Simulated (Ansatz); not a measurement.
Starting cell, PbSe (rock salt):

```xyz
2
Lattice="0.0000 3.0890 3.0890 3.0890 0.0000 3.0890 3.0890 3.0890 0.0000" Properties=species:S:1:pos:R:3 pbc="T T T"
Se     0.0000     0.0000     0.0000
Pb     3.0890     3.0890     3.0890
```

In this cell atom 2 (Pb, nearest neighbour Se at 3.089 Å; its periodic images, 4.4 Å or more away, move with it) is moved by s along Cartesian [110], unit vector (0.707, 0.707, 0.000); all other atoms and the cell stay fixed.

Computed with r2SCAN (plane waves to 500 eV, PAW, scalar-relativistic; Ansatz, an electronic-structure program). k mesh 8×8×8 (Γ-centred), Fermi-Dirac smearing 0.05 eV. The energy includes the smearing's −TS. PbSe was relaxed with its symmetry unable to fall. Spin-orbit coupling is left out, though Pb is heavy. The zero of ΔE is the undisplaced structure.

```json
[
 {"s (Å)": "-0.620", "ΔE (meV/cell)": "308"},
 {"s (Å)": "-0.496", "ΔE (meV/cell)": "withheld"},
 {"s (Å)": "-0.372", "ΔE (meV/cell)": "56"},
 {"s (Å)": "-0.248", "ΔE (meV/cell)": "15"},
 {"s (Å)": "-0.124", "ΔE (meV/cell)": "2"},
 {"s (Å)": "0.000", "ΔE (meV/cell)": "0"},
 {"s (Å)": "0.124", "ΔE (meV/cell)": "2"},
 {"s (Å)": "0.248", "ΔE (meV/cell)": "15"},
 {"s (Å)": "0.372", "ΔE (meV/cell)": "56"},
 {"s (Å)": "0.496", "ΔE (meV/cell)": "withheld"},
 {"s (Å)": "0.620", "ΔE (meV/cell)": "308"}
]
```

Question: Fit an even polynomial form (powers 2, 4) to the given rows and predict ΔE at s = 0.496.

Answer: Least squares on the 9 given rows: ΔE = (168.9)·s² + (1646)·s⁴, in meV/cell with s in Å; root-mean-square residual 1.0 meV/cell. At 0.496 the fit gives 141 meV/cell; the calculation gives 147 meV/cell, so the interpolation is off by -6 (-4.1 %). The quadratic term alone would give 42 meV/cell.

(A displaced cell: forces are minus the slopes of the energy, force constants its curvatures, and phonons follow from these.)
